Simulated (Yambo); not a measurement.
Yambo run on Li$_{3}$BrO (anti-perovskite, space group Pm-3m, No. 221). The wavefunctions come from this Quantum ESPRESSO step (PBEsol, PseudoDojo standard norm-conserving files, fully relativistic):

```
&CONTROL
  calculation = 'nscf'
  pseudo_dir = './pseudo'
  outdir = './out'
/
&SYSTEM
  ibrav = 0
  nat = 5
  ntyp = 3
  ecutwfc = 84.0
  ecutrho = 336.0
  occupations = 'fixed'
  force_symmorphic = .true.
  nbnd = 178
  noncolin = .true.
  lspinorb = .true.
/
&ELECTRONS
  conv_thr = 5e-09
  diago_full_acc = .true.
  diago_thr_init = 1e-08
/
ATOMIC_SPECIES
Li 6.9400 Li.upf
O 15.9990 O.upf
Br 79.9040 Br.upf
CELL_PARAMETERS angstrom
  3.948640000000   0.000000000000   0.000000000000
  0.000000000000   3.948640000000   0.000000000000
  0.000000000000   0.000000000000   3.948640000000
ATOMIC_POSITIONS crystal
Li   0.500000000000   0.000000000000   0.000000000000
Li   0.000000000000   0.500000000000   0.000000000000
Li   0.000000000000   0.000000000000   0.500000000000
O   0.000000000000   0.000000000000   0.000000000000
Br   0.500000000000   0.500000000000   0.500000000000
K_POINTS automatic
4 4 4 0 0 0
```

Yambo input:

```
rim_cut
gw0
dyson
el_el_corr
HF_and_locXC
ppa
em1d
RandQpts= 1000000
RandGvec= 1 Ry
EXXRLvcs= 84 Ry
VXCRLvcs= 336 Ry
Chimod= "HARTREE"
% BndsRnXp
 7 | 174 |
%
NGsBlkXp= 7 Ry
% LongDrXp
 1.0 | 1.0 | 1.0 |
%
PPAPntXp= 27.2114 eV
% GbndRnge
 1 | 174 |
%
GTermKind= "BG"
DysSolver= "n"
ExtendOut
% QPkrange
 1 | 1 | 22 | 23 |
 3 | 3 | 22 | 23 |
 6 | 6 | 20 | 24 |
 10 | 10 | 22 | 23 |
%
```

k points by index: 1 = Γ, 3 = X, 6 = M, 10 = R.

Table of the .qp output:

```
#    K-point    Band    Eo [eV]    E [eV]    E-Eo [eV]    Vxc [eV]    Vnlxc [eV]    Sc|Eo [eV]    Sc|E [eV]    dSc/dw|Eo [eV]    Re(Z)    Im(Z)
#
    1    22    -0.369237    -1.554793    -1.185556    -16.80026    -21.70805    3.398388    3.722227    -7.431813    0.785472    -0.001636
    1    23    4.448301    5.326151    0.877850    -10.04935    -5.518684    -3.484861    -3.652811    -5.205402    0.839421    -0.001143
    3    22    -1.132645    -2.394001    -1.261356    -16.43079    -21.89542    3.831485    4.203270    -8.018663    0.772384    -0.002435
    3    23    5.592454    6.475836    0.883382    -8.205450    -3.673672    -3.484459    -3.648396    -5.049829    0.843471    -0.451295E-4
    6    20    -0.046022    -1.198602    -1.152580    -17.92774    -23.13079    3.724983    4.050474    -7.683387    0.779809    -0.001645
    6    21    -0.89877E-13    -1.146289    -1.146289    -17.91679    -23.07731    3.691669    4.014240    -7.656273    0.780416    -0.001624
    6    22    0.000000    -1.146289    -1.146289    -17.91679    -23.07731    3.691669    4.014240    -7.656273    0.780416    -0.001624
    6    23    4.287648    5.187901    0.900253    -8.378192    -3.934551    -3.380007    -3.543389    -4.937834    0.846407    -0.001103
    6    24    4.287648    5.187901    0.900253    -8.378192    -3.934551    -3.380007    -3.543389    -4.937834    0.846407    -0.001103
    10    22    -0.935397    -2.254681    -1.319284    -16.97645    -22.64954    4.007416    4.353810    -7.145252    0.792026    0.916931E-3
    10    23    7.987471    9.128879    1.141409    -11.70857    -6.766962    -3.538108    -3.800197    -6.245595    0.813301    -0.004402
```
(The two width columns are left out.) Convergence of these settings isn't established.

Geometry of the Materials Project entry, not relaxed at this level.
